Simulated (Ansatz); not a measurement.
**Structures of AgOs: which is lowest?**

Plane-wave DFT in Ansatz with scalar-relativistic PAW potentials, cutoff 420 eV, Γ-centred meshes chosen by cell and gap, Gaussian smearing with energies taken to zero width. Every cell was relaxed (cell and atoms) in a run of its own, within the symmetry of its start. Functional: PBE.

Relaxed structures (starts from databases or built by putting these elements on another compound's sites):
A. P2_13, 8 atoms in the computed cell, a = 5.054 Å; sites (symmetry × multiplicity) Ag .3. × 4, Os .3. × 4; start: built
B. Pm-3m, 2 atoms in the computed cell, a = 3.150 Å; sites (symmetry × multiplicity) Ag m-3m × 1, Os m-3m × 1; start: built

Question: Rank them by energy. Could pressure change the order?

Answer:
```csv
structure,group,E − E(lowest) (meV/atom),V (Å³/atom),gap on mesh (eV)
B,Pm-3m,0.0,15.63,0.00
A,P2_13,76,16.13,0.00
```

B is lowest, 76 meV/atom under A. The lowest is also the densest of these, so pressure wouldn't bring one of the others in at first order. Other structures may lie lower than all of these, and vibrations aren't counted.

Spin-orbit coupling is left out, which matters for the bands of heavy elements.